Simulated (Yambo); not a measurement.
# KHgF3: lowest vertical excitons

```
KHgF3
1.0
    3.20196    -3.20810     0.00000
    3.20196     3.20810     0.00000
    0.00000     0.00000     4.52439
F K Hg
3 1 1
Direct
  0.00000   0.50000   0.00000
  0.50000   0.00000   0.00000
  0.50000   0.50000   0.50000
  0.00000   0.00000   0.50000
  0.50000   0.50000   0.00000
```

The geometry is that of Materials Project entry mp-7483, symmetrised and not relaxed again.

BSE in Yambo on PBEsol (pw.x of Quantum ESPRESSO, ONCV potentials, with spin-orbit coupling) bands: 4×4×4 mesh, 28 valence and 4 conduction bands, static screening with 118 bands and a 3 Ry block, scissor 2.52 eV, Tamm-Dancoff; field along x.

```json
[
 {"state": "1", "energy (eV)": "4.09", "states within 2 meV": "3", "relative strength": "< 0.01", "class": "dark", "main transitions": "several band pairs"},
 {"state": "2", "energy (eV)": "4.13", "states within 2 meV": "3", "relative strength": "< 0.01", "class": "dark", "main transitions": "several band pairs"},
 {"state": "3", "energy (eV)": "4.71", "states within 2 meV": "4", "relative strength": "< 0.01", "class": "dark", "main transitions": "several band pairs"},
 {"state": "4", "energy (eV)": "4.72", "states within 2 meV": "1", "relative strength": "< 0.01", "class": "dark", "main transitions": "several band pairs"},
 {"state": "5", "energy (eV)": "4.73", "states within 2 meV": "5", "relative strength": "0.27", "class": "weak", "main transitions": "several band pairs"},
 {"state": "6", "energy (eV)": "4.73", "states within 2 meV": "2", "relative strength": "0.46", "class": "strong", "main transitions": "several band pairs"},
 {"state": "7", "energy (eV)": "4.75", "states within 2 meV": "2", "relative strength": "< 0.01", "class": "dark", "main transitions": "several band pairs"},
 {"state": "8", "energy (eV)": "4.75", "states within 2 meV": "1", "relative strength": "< 0.01", "class": "dark", "main transitions": "several band pairs"}
]
```

These are vertical excitations (zero momentum); the indirect quasiparticle gap, about 2.20 eV, is smaller than the direct one (5.48 eV on the GW mesh). The direct quasiparticle gap on this mesh is 5.48 eV; counted from there, state 1 is bound by 1.39 eV. On a 2×2×2 mesh the same difference is 1.54 eV, so it isn't converged.

Strengths are relative to the strongest of the lowest states of this run; strong means a line over 3 % of the spectrum's maximum, dark under 0.03 %. Absolute energies carry the error of the G0W0 scissor, whose convergence isn't established; the long-wavelength screening was taken along (1,1,1) although the crystal is anisotropic.
